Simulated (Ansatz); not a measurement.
**Ta4C3: a fit and a missing row**

Ta4C3, Pm-3m, a = 4.425 Å. The structure is a Materials Project entry; whether it is the stable form wasn't checked. Ansatz: r2SCAN, PAW, 500 eV, Γ-centred 8×8×8 mesh on 7 atoms, Gaussian smearing 0.10 eV; no spin polarisation. Symmetry fixes shape and atoms, so the cell is only scaled; pressure is positive in compression.

| V (Å³/atom) | P (GPa) |
| --- | --- |
| 10.891 | 51.05 |
| 11.262 | 35.19 |
| 11.633 | 21.60 |
| 12.005 | 9.97 |
| 12.376 | 0.00 |
| 12.747 | ? |
| 13.119 | -15.87 |
| 13.614 | -24.01 |

Task: Take V0 = 12.376 Å³/atom, fit the third-order Birch–Murnaghan form to the other rows, and predict the missing pressure.

Result: With the Eulerian strain f = ½[(V0/V)^(2/3) − 1] and y = P/[3f(1 + 2f)^(5/2)], the form is the line y = B0 + 1.5 B0 (B0′ − 4) f. Rows (f, y): 0.04448, 309.2; 0.03245, 308.9; 0.02107, 308.2; 0.01025, 308.2; -0.01906, 305.9; -0.03079, 304.7. Means f = 0.009733, y = 307.52; Σ(Δf)² = 0.004323, ΣΔfΔy = 0.2587; the slope is their ratio. y = 306.9 + 59.84 f GPa, so B0 = 306.9 GPa and B0′ = 4 + 2 × (59.84)/(3 × 306.9) = 4.13. At V = 12.747, f = -0.00975, y = 306.32 and P = -8.53 GPa. The run gave -8.55 GPa, so the fit is 0.02 GPa too high, within the rms miss on the fitted rows (0.03 GPa).

Spin–orbit coupling is left out, which can shift energies with elements as heavy as these.